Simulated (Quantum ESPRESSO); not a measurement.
## Ir4ZnGa2Al (finding a planted mistake in a log)

Computed values, not a measurement. The program is pw.x of Quantum ESPRESSO 7.5 (plane-wave density functional theory). The cell is made up: eight metal atoms on a face-centred cubic lattice, with elements, volume, strain and displacements drawn at random and not relaxed, so it may be unstable or far from any real phase. PseudoDojo standard norm-conserving files set the functional (PBE unless stated); there is no spin polarisation or spin-orbit coupling, the Fermi-Dirac width of 0.25 eV means electrons at about 2900 K, and the masses in the input are unused placeholders. Heavy elements are run without spin-orbit coupling, which real alloys of them have. A spin test at this wide smearing found no moment, but such smearing suppresses magnetism that the real alloy may have.

Intended input:

```
&control calculation='scf', pseudo_dir='./dojo.nc.sr.pbe.v0_5.standard.upf', outdir='./o', disk_io='minimal', tprnfor=.true., tstress=.true. /
&system ibrav=0, nat=8, ntyp=4, nbnd=72, ecutwfc=84.00895049, nosym=.true., tot_charge=0,
 occupations='smearing', smearing='fd', degauss=0.0183746611
/
&electrons conv_thr=1.470e-08, electron_maxstep=70, mixing_beta=0.5 /
ATOMIC_SPECIES
Al 1.0 Al.upf
Ga 1.0 Ga.upf
Ir 1.0 Ir.upf
Zn 1.0 Zn.upf
CELL_PARAMETERS angstrom
0.0318 0.0067 -3.8658
3.849 0.0583 -0.0318
-0.1166 -7.6952 0.0135
ATOMIC_POSITIONS angstrom
Ir -0.1113 0.0498 -0.0243
Ir -0.0275 -3.8131 0.0622
Ir 1.9287 -1.8793 -0.0445
Zn 1.8058 -5.7602 -0.0239
Ga -0.0968 -1.8819 -1.8768
Al -0.0791 -5.6776 -1.8297
Ga 2.027 -0.0252 -1.9394
Ir 1.9175 -3.8498 -1.8665
K_POINTS automatic
6 6 3 1 1 1
```

The log is shortened where brackets say so; the opening notice, blank lines, dates and the lines on written files are dropped, and the path of the files is cut. It prints rydbergs, bohrs and kilobars, and counts compression as positive stress. Its total energy is the free energy E - TS of the whole cell.

Log of the intended run:

```
     Program PWSCF v.7.5
     Parallel version (MPI & OpenMP), running on       4 processor cores
     Number of MPI processes:                 4
     Threads/MPI process:                     1
     [start-up lines left out]
     bravais-lattice index     =            0
     lattice parameter (alat)  =       7.3056  a.u.
     unit-cell volume          =     772.4555 (a.u.)^3
     number of atoms/cell      =            8
     number of atomic types    =            4
     number of electrons       =       117.00
     number of Kohn-Sham states=           72
     kinetic-energy cutoff     =      84.0090  Ry
     charge density cutoff     =     336.0358  Ry
     scf convergence threshold =      1.5E-08
     mixing beta               =       0.5000
     number of iterations used =            8  plain     mixing
     Exchange-correlation= PBE
                           (   1   4   3   4   0   0   0)
     [axes and pseudopotential details left out]
   Cartesian axes
     site n.     atom                  positions (alat units)
         1        Ir     tau(   1) = (  -0.0287899   0.0128817  -0.0062857  )
         2        Ir     tau(   2) = (  -0.0071134  -0.9863328   0.0160892  )
         3        Ir     tau(   3) = (   0.4988959  -0.4861176  -0.0115108  )
         4        Zn     tau(   4) = (   0.4671054  -1.4899882  -0.0061822  )
         5        Ga     tau(   5) = (  -0.0250392  -0.4867902  -0.4854710  )
         6        Al     tau(   6) = (  -0.0204608  -1.4686221  -0.4732876  )
         7        Ga     tau(   7) = (   0.5243231  -0.0065185  -0.5016637  )
         8        Ir     tau(   8) = (   0.4959988  -0.9958260  -0.4828067  )
     number of k points=    54  Fermi-Dirac smearing, width (Ry)=  0.0184
                       cart. coord. in units 2pi/alat
        k(    1) = (   0.0843058  -0.0851531  -0.0827904), wk =   0.0370370
        k(    2) = (   0.0792361   0.2498465  -0.0822515), wk =   0.0370370
     [further k points left out]
     Dense  grid:    80379 G-vectors     FFT dimensions: (  45,  45,  90)
     Estimated max dynamical RAM per process >     308.90 MB
     Estimated total dynamical RAM >       1.15 GB
     Initial potential from superposition of free atoms
     starting charge     116.9914, renormalised to     117.0000
     Starting wfcs are   72 randomized atomic wfcs
     total cpu time spent up to now is        4.3 secs
     per-process dynamical memory:   245.7 Mb
     Self-consistent Calculation
     iteration #  1     ecut=    84.01 Ry     beta= 0.50
     Davidson diagonalization with overlap
     ethr =  1.00E-02,  avg # of iterations =  5.6
     Threshold (ethr) on eigenvalues was too large:
     Diagonalizing with lowered threshold
     Davidson diagonalization with overlap
     ethr =  4.24E-04,  avg # of iterations =  2.0
     total cpu time spent up to now is       25.8 secs
     total energy              =   -1649.81451138 Ry
     estimated scf accuracy    <       0.49283132 Ry
     iteration #  2     ecut=    84.01 Ry     beta= 0.50
     Davidson diagonalization with overlap
     ethr =  4.21E-04,  avg # of iterations =  4.7
     total cpu time spent up to now is       37.5 secs
     total energy              =   -1649.73477926 Ry
     estimated scf accuracy    <       1.91453458 Ry
     [iterations 3 to 12 left out]
     iteration # 13     ecut=    84.01 Ry     beta= 0.50
     Davidson diagonalization with overlap
     ethr =  3.84E-11,  avg # of iterations =  2.2
     total cpu time spent up to now is      139.1 secs
     total energy              =   -1650.02838906 Ry
     estimated scf accuracy    <       0.00000031 Ry
     iteration # 14     ecut=    84.01 Ry     beta= 0.50
     Davidson diagonalization with overlap
     ethr =  3.84E-11,  avg # of iterations =  2.0
     total cpu time spent up to now is      148.0 secs
     End of self-consistent calculation
     [lines on levels left out]
!    total energy              =   -1650.02838909 Ry
     estimated scf accuracy    <          2.4E-09 Ry
     smearing contrib. (-TS)   =      -0.07099331 Ry
     internal energy E=F+TS    =   -1649.95739577 Ry
     The total energy is F=E-TS. E is the sum of the following terms:
     one-electron contribution =    -593.99321211 Ry
     hartree contribution      =     379.06002113 Ry
     xc contribution           =    -306.24382596 Ry
     ewald contribution        =   -1128.78037884 Ry
     convergence has been achieved in  14 iterations
     Forces acting on atoms (cartesian axes, Ry/au):
     atom    1 type  3   force =     0.05264042    0.04466785    0.01436084
     atom    2 type  3   force =     0.01127884   -0.02026382    0.01554632
     atom    3 type  3   force =    -0.03756606   -0.01843513    0.02147331
     atom    4 type  4   force =    -0.00286544    0.02287292    0.02184981
     atom    5 type  2   force =     0.04176177   -0.04684750   -0.01173083
     atom    6 type  1   force =     0.00365883    0.02167849   -0.02062608
     atom    7 type  2   force =    -0.05034326    0.01442588   -0.01395458
     atom    8 type  3   force =    -0.01856510   -0.01809869   -0.02691880
     Total force =     0.135249     Total SCF correction =     0.000267
     Computing stress (Cartesian axis) and pressure
          total   stress  (Ry/bohr**3)                   (kbar)     P=       50.16
   0.00063075  -0.00021073   0.00011301           92.79      -31.00       16.62
  -0.00021073   0.00029847   0.00005701          -31.00       43.91        8.39
   0.00011301   0.00005701   0.00009375           16.62        8.39       13.79
     init_run     :      4.04s CPU      4.18s WALL (       1 calls)
     electrons    :    140.98s CPU    143.70s WALL (       1 calls)
     forces       :      1.67s CPU      1.69s WALL (       1 calls)
     stress       :      5.74s CPU      5.75s WALL (       1 calls)
     [timing details left out]
     PWSCF        :   2m32.60s CPU   2m35.51s WALL
     JOB DONE.
```

A second run was made from an input with one planted mistake. Its log:

```
     Program PWSCF v.7.5
     Parallel version (MPI & OpenMP), running on       4 processor cores
     Number of MPI processes:                 4
     Threads/MPI process:                     1
     [start-up lines left out]
     bravais-lattice index     =            0
     lattice parameter (alat)  =       7.3056  a.u.
     unit-cell volume          =     772.4555 (a.u.)^3
     number of atoms/cell      =            8
     number of atomic types    =            4
     number of electrons       =       117.00
     number of Kohn-Sham states=           72
     kinetic-energy cutoff     =      84.0090  Ry
     charge density cutoff     =     336.0358  Ry
     scf convergence threshold =      1.5E-08
     mixing beta               =       0.5000
     number of iterations used =            8  plain     mixing
     Exchange-correlation= PBE
                           (   1   4   3   4   0   0   0)
     [axes and pseudopotential details left out]
   Cartesian axes
     site n.     atom                  positions (alat units)
         1        Ir     tau(   1) = (  -0.0287899   0.0128817  -0.0062857  )
         2        Ir     tau(   2) = (  -0.0071134  -0.9863328   0.0160892  )
         3        Ir     tau(   3) = (   0.4988959  -0.4861176  -0.0115108  )
         4        Zn     tau(   4) = (   0.4671054  -1.4899882  -0.0061822  )
         5        Ga     tau(   5) = (  -0.0250392  -0.4867902  -0.4854710  )
         6        Al     tau(   6) = (   0.0131663  -1.4686221  -0.4732876  )
         7        Ga     tau(   7) = (   0.5243231  -0.0065185  -0.5016637  )
         8        Ir     tau(   8) = (   0.4959988  -0.9958260  -0.4828067  )
     number of k points=    54  Fermi-Dirac smearing, width (Ry)=  0.0184
                       cart. coord. in units 2pi/alat
        k(    1) = (   0.0843058  -0.0851531  -0.0827904), wk =   0.0370370
        k(    2) = (   0.0792361   0.2498465  -0.0822515), wk =   0.0370370
     [further k points left out]
     Dense  grid:    80379 G-vectors     FFT dimensions: (  45,  45,  90)
     Estimated max dynamical RAM per process >     308.90 MB
     Estimated total dynamical RAM >       1.15 GB
     Initial potential from superposition of free atoms
     starting charge     116.9914, renormalised to     117.0000
     Starting wfcs are   72 randomized atomic wfcs
     total cpu time spent up to now is        4.5 secs
     per-process dynamical memory:   239.4 Mb
     Self-consistent Calculation
     iteration #  1     ecut=    84.01 Ry     beta= 0.50
     Davidson diagonalization with overlap
     ethr =  1.00E-02,  avg # of iterations =  5.7
     Threshold (ethr) on eigenvalues was too large:
     Diagonalizing with lowered threshold
     Davidson diagonalization with overlap
     ethr =  4.21E-04,  avg # of iterations =  2.1
     total cpu time spent up to now is       27.0 secs
     total energy              =   -1649.81194091 Ry
     estimated scf accuracy    <       0.48936352 Ry
     iteration #  2     ecut=    84.01 Ry     beta= 0.50
     Davidson diagonalization with overlap
     ethr =  4.18E-04,  avg # of iterations =  4.6
     total cpu time spent up to now is       39.3 secs
     total energy              =   -1649.73321345 Ry
     estimated scf accuracy    <       1.90192478 Ry
     [iterations 3 to 12 left out]
     iteration # 13     ecut=    84.01 Ry     beta= 0.50
     Davidson diagonalization with overlap
     ethr =  3.49E-11,  avg # of iterations =  2.4
     total cpu time spent up to now is      148.7 secs
     total energy              =   -1650.02452074 Ry
     estimated scf accuracy    <       0.00000027 Ry
     iteration # 14     ecut=    84.01 Ry     beta= 0.50
     Davidson diagonalization with overlap
     ethr =  3.49E-11,  avg # of iterations =  2.0
     total cpu time spent up to now is      158.5 secs
     End of self-consistent calculation
     [lines on levels left out]
!    total energy              =   -1650.02452076 Ry
     estimated scf accuracy    <          2.6E-09 Ry
     smearing contrib. (-TS)   =      -0.07113722 Ry
     internal energy E=F+TS    =   -1649.95338354 Ry
     The total energy is F=E-TS. E is the sum of the following terms:
     one-electron contribution =    -594.04419801 Ry
     hartree contribution      =     379.07105912 Ry
     xc contribution           =    -306.24192156 Ry
     ewald contribution        =   -1128.73832309 Ry
     convergence has been achieved in  14 iterations
     Forces acting on atoms (cartesian axes, Ry/au):
     atom    1 type  3   force =     0.05408173    0.04361640    0.01438592
     atom    2 type  3   force =     0.00959697   -0.02082493    0.01533683
     atom    3 type  3   force =    -0.03572638   -0.01864172    0.02145449
     atom    4 type  4   force =     0.01408374    0.02257388    0.02492750
     atom    5 type  2   force =     0.04279011   -0.04638886   -0.01173020
     atom    6 type  1   force =    -0.03512149    0.02456223   -0.02373766
     atom    7 type  2   force =    -0.04371030    0.01480820   -0.01393568
     atom    8 type  3   force =    -0.00599438   -0.01970519   -0.02670120
     Total force =     0.138531     Total SCF correction =     0.000300
     Computing stress (Cartesian axis) and pressure
          total   stress  (Ry/bohr**3)                   (kbar)     P=       50.82
   0.00063405  -0.00020401   0.00013468           93.27      -30.01       19.81
  -0.00020401   0.00028628   0.00005736          -30.01       42.11        8.44
   0.00013468   0.00005736   0.00011606           19.81        8.44       17.07
     init_run     :      4.25s CPU      4.40s WALL (       1 calls)
     electrons    :    151.30s CPU    154.04s WALL (       1 calls)
     forces       :      1.82s CPU      1.83s WALL (       1 calls)
     stress       :      6.34s CPU      6.35s WALL (       1 calls)
     [timing details left out]
     PWSCF        :   2m43.83s CPU   2m46.75s WALL
     JOB DONE.
```

Question: the log repeats what the program read. Compare it with the intended run: what was wrong in the second input?

Answer: one coordinate of one atom is wrong. The input lines that differ:

```
- Al -0.0791 -5.6776 -1.8297
+ Al 0.0509 -5.6776 -1.8297
```

```
                                            intended run  run with the mistake
                          free energy (eV)    -22449.780            -22449.727
         entropy term -TS, part of it (eV)        -0.966                -0.968
                            pressure (GPa)          5.02                  5.08
size of the largest force component (eV/Å)         1.353                 1.390
largest change of a force component (eV/Å)                               0.997
                                iterations            14                    14
```

For scale, a rerun of the intended cell at a higher cutoff and on a denser mesh moved values by no more than 0.007 eV in energy, 0.10 GPa in stress and 0.013 eV/Å in force, and a second program with other atomic files agreed on that cell to 2 % rms in force and 0.5 GPa in pressure.